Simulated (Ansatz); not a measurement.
A relaxation computed with Ansatz, from input to last step.

```yaml
crystal:
  lattice:
    - [3.7308106621, 0.0, 0.0]
    - [0.0, 3.7308106621, 0.0]
    - [0.0, 0.0, 4.4291045642]
  atoms:
    - { symbol: Sn, position: [0.5, 0.0, 0.2599774288] }
    - { symbol: Sn, position: [0.0, 0.5, 0.7400225712] }
    - { symbol: O, position: [0.0, 0.0, 0.0] }
    - { symbol: O, position: [0.5, 0.5, 0.0] }
basis:
  ecutwfc: 420
kpoints:
  mp_grid: { grid: [12, 12, 10] }
hamiltonian:
  xc: pbe
  dispersion: d3bj
scf:
  occupations: { method: gaussian, width: 0.1 }
output:
  forces: true
  stress: true
  eigenvalues: true
relax:
  adjacent_minimum: "off"
  f_tol: 0.01
  max_steps: 30
  cell: { stress_tol: 0.1, fix: [volume] }
```

```bash
ansatz run input.yaml --threads 1 --pin off --max-ram 2560MiB --backend cpu --events-out ev --progress --plain --runs-dir out
```

Theory: DFT PBE+D3(BJ), scalar-relativistic, plane waves, PAW (Ansatz 0.2.0).

The volume is held at 0.88 times that of the relaxed cell.

Of 4 frames 3 are shown, positions in Å and forces in eV/Å; the SCF threshold varies from step to step. Steps run on the plane waves of an earlier cell, with a Pulay correction in the pressure. The basis is chosen afresh for the last frame, the zero of the energies, and at times for earlier ones too; energy and pressure step there, also at an unchanged geometry.

```xyz
4
Lattice="3.7308 0.0000 0.0000 0.0000 3.7308 0.0000 0.0000 0.0000 4.4291" Properties=species:S:1:pos:R:3:forces:R:3 pbc="T T T" step=1 free_energy_over_end_meV_per_atom=3.04 pressure_GPa=8.41
Sn    1.8654    0.0000    1.1515    0.0000    0.0000    0.4757
Sn    0.0000    1.8654    3.2776    0.0000    0.0000   -0.4757
O     0.0000    0.0000    0.0000    0.0000    0.0000    0.0000
O     1.8654    1.8654    0.0000    0.0000    0.0000    0.0000
4
Lattice="3.7401 0.0000 0.0000 0.0000 3.7401 0.0000 0.0000 0.0000 4.4070" Properties=species:S:1:pos:R:3:forces:R:3 pbc="T T T" step=2 free_energy_over_end_meV_per_atom=1.02 pressure_GPa=5.73
Sn    1.8701    0.0000    1.1829    0.0000    0.0000   -0.2840
Sn    0.0000    1.8701    3.2241    0.0000    0.0000    0.2840
O     0.0000    0.0000    0.0000    0.0000    0.0000    0.0000
O     1.8701    1.8701    0.0000    0.0000    0.0000    0.0000
4
Lattice="3.7449 0.0000 0.0000 0.0000 3.7449 0.0000 0.0000 0.0000 4.3957" Properties=species:S:1:pos:R:3:forces:R:3 pbc="T T T" step=4 free_energy_over_end_meV_per_atom=0.00 pressure_GPa=6.55
Sn    1.8725    0.0000    1.1672    0.0000    0.0000   -0.0005
Sn    0.0000    1.8725    3.2285    0.0000    0.0000    0.0005
O     0.0000    0.0000    0.0000    0.0000    0.0000    0.0000
O     1.8725    1.8725    0.0000    0.0000    0.0000    0.0000
```

Time: 40 s on 1 thread of Intel(R) Xeon(R) Platinum 8488C (Sapphire Rapids), on a shared host, peak memory 0.55 GiB.